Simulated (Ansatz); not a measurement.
Starting cell, InSb (zinc blende):

```
InSb
1.0
    0.00000     3.25957     3.25957
    3.25957     0.00000     3.25957
    3.25957     3.25957     0.00000
Sb In
1 1
Direct
  0.75000   0.75000   0.75000
  0.00000   0.00000   0.00000
```

Two-dimensional scan of atom 1 (Sb, nearest neighbour In at 2.823 Å; its periodic images, 4.6 Å or more away, move with it): u runs along (1.000, 0.000, 0.000), v along (0.000, 1.000, 0.000) (Cartesian). Cell and other atoms are fixed.

The numbers are results of PBEsol (plane waves to 420 eV, PAW, scalar-relativistic; Ansatz, a program for electronic structure), not measurements. k mesh 10×10×10 (Γ-centred), Fermi-Dirac smearing 0.05 eV. E stands for the smeared free energy. With partly filled bands, energies and forces of such displacements shift with the k mesh and the smearing. At this level the bands of InSb touch or barely overlap; measurements give the solid a gap. InSb was relaxed with its symmetry unable to fall. Spin-orbit coupling is left out, though Sb is heavy. The last digit holds for this mesh only.

Changes of ΔE (meV/cell) from the point u = 0.000 Å, v = 0.000 Å when one coordinate moves alone (two changes are said to add if the coupling is within 5 % of the smaller one, nearly so within 20 %):

```csv
point,change
"u = 0.000 Å, v = -0.420 Å",544.0
"u = 0.000 Å, v = -0.210 Å",142.1
"u = -0.420 Å, v = 0.000 Å",544.0
"u = -0.210 Å, v = 0.000 Å",142.1
"u = 0.210 Å, v = 0.000 Å",142.1
"u = 0.420 Å, v = 0.000 Å",544.0
"u = 0.000 Å, v = 0.210 Å",142.1
"u = 0.000 Å, v = 0.420 Å",544.0
```

**Question.** Do the two effects add at u = -0.420 Å, v = -0.420 Å? Give the computed change.

**Answer.** The sum of the single changes is 544.0 + (544.0) = 1088.0; the calculation gives 1252.3, so the coupling contributes 164.3 (over 20 % of the smaller single change, not additive).

**Question.** What is the change at u = 0.420 Å, v = 0.210 Å, where both move, and how far is it from the sum?

**Answer.** The sum of the single changes is 544.0 + (142.1) = 686.1; the calculation gives 726.4, so the coupling contributes 40.3 (over 20 % of the smaller single change, not additive).

**Question.** Do the two effects add at u = -0.210 Å, v = -0.210 Å? Give the computed change.

**Answer.** The sum of the single changes is 142.1 + (142.1) = 284.2; the calculation gives 293.5, so the coupling contributes 9.3 (under 20 % of the smaller single change, nearly additive).

(For displaced atoms, the force is minus the slope of the energy, and its curvature is a force constant, which sets phonon frequencies.)
